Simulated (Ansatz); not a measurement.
Relaxing a structure of CrGe

The relaxed structure here is a generated cell of CrGe: the first start was made by a random draw of sites in a space group, and the end was not matched to a known phase here, so it may be hypothetical.

The start is a randomly generated symmetric cell of CrGe (space group No. 151). The cell and all atomic positions are relaxed at zero pressure with r2SCAN (plane waves to 500 eV, PAW, scalar-relativistic; Ansatz, a first-principles code). The first steps use a coarse 6×6×4 k-mesh.

Initial structure:
```
CELL_PARAMETERS angstrom
      4.41222     0.00000     0.00000
     -2.20611     3.82110     0.00000
      0.00000     0.00000     5.90323
ATOMIC_POSITIONS crystal
  Cr 0.78710 0.21290 0.33333
  Cr 0.78710 0.57419 0.66667
  Cr 0.42581 0.21290 0.00000
  Ge 0.28378 0.71622 0.83333
  Ge 0.28378 0.56755 0.16667
  Ge 0.43245 0.71622 0.50000
```
Spin-polarised start, with parallel moments on Cr.

### Question
How large is the pressure on the unrelaxed cell, and of which sign?

### Answer
+48 GPa (positive: the cell is compressed).

### Question
Which atoms feel the largest initial force, and how large is it?

### Answer
About 1.1 eV/Å, on Ge4, Ge5, Ge6 (atoms numbered as listed).

### Question
Does the structure survive the relaxation? Give the final space group.

### Answer
The space group goes from P3₁12 (No. 151) to P6₄22 (No. 181), with 6 atoms in the primitive magnetic cell.

### Question
How do the shortest distances between atoms change?

### Answer
The closest pairs of elements (up to four, under 3.6 Å), start → end: Ge–Ge 2.07 → 2.62 Å; Cr–Ge 2.19 → 2.53 Å; Cr–Cr 2.53 → 3.40 Å.

### Question
Is the relaxed structure metallic? Give its gap.

### Answer
Zero (metallic).

### Question
What magnetic moments remain?

### Answer
Net 1.84 μB/atom, ferromagnetic.

### Question
Write out the relaxed structure.

### Answer

```cif
data_Cr3Ge3
_chemical_formula_sum 'Cr3 Ge3'
_space_group_name_H-M_alt 'P6422'
_space_group_IT_number 181
_space_group_name_Hall 'P 64 2 (0 0 2)'
_cell_length_a 4.31805
_cell_length_b 4.31805
_cell_length_c 7.87359
_cell_angle_alpha 90.000
_cell_angle_beta 90.000
_cell_angle_gamma 120.000
loop_
_atom_site_label
_atom_site_type_symbol
_atom_site_symmetry_multiplicity
_atom_site_Wyckoff_symbol
_atom_site_fract_x
_atom_site_fract_y
_atom_site_fract_z
_atom_site_occupancy
Cr1 Cr 3 d 0.50000 0.00000 0.50000 1
Ge1 Ge 3 a 0.00000 0.00000 0.00000 1
```

Final values are on a 13×13×6 k-mesh of the relaxed cell. Spin state reached: ferromagnetic (net 1.84 μB/atom), from parallel starting moments; other spin orders were not run from this start.

The run could not lose the symmetry of its start: the end is stationary, and may be a saddle point rather than a minimum.
